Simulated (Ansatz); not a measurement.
Formation energies in the Ni–S system, lowest calculated structure of each composition. Computed with PBEsol (plane waves to 420 eV, PAW, scalar-relativistic; Ansatz, a program for electronic structure). Element references, the lowest calculated here: Ni (Fm-3m, ferromagnetic), S (Fddd).

```
phase   x(S)  space group  E_f (eV/atom)
-----  -----  -----------  -------------
Ni     0.000        Fm-3m           0.00
NiS    0.500          R3m          -0.47
NiS2   0.667         Pa-3          -0.37
S      1.000         Fddd           0.00
```

Task: Construct the convex hull: which compounds lie on it, and how far above it are the others?

Result: On the hull: NiS, NiS2. 

Task: Work out the energy of NiS2 against the hull of the other phases.

Result: At x(S) = 0.667 the tie line joins NiS and S; the lever rule gives atom fractions 0.67 and 0.33. The mixture has E_f = 0.67 × (-0.47) + 0.33 × (0.00) = -0.31 eV/atom, and NiS2 has -0.37. So NiS2 → NiS + S costs 0.06 eV/atom: NiS2 is stable against it.

Hull of the energies calculated here, no anion corrections, zero temperature, no zero-point energy; an uncalculated phase could lie lower. Values are rounded to 0.01 eV/atom. The compounds carry no spin polarisation. A magnetic state may lie lower.
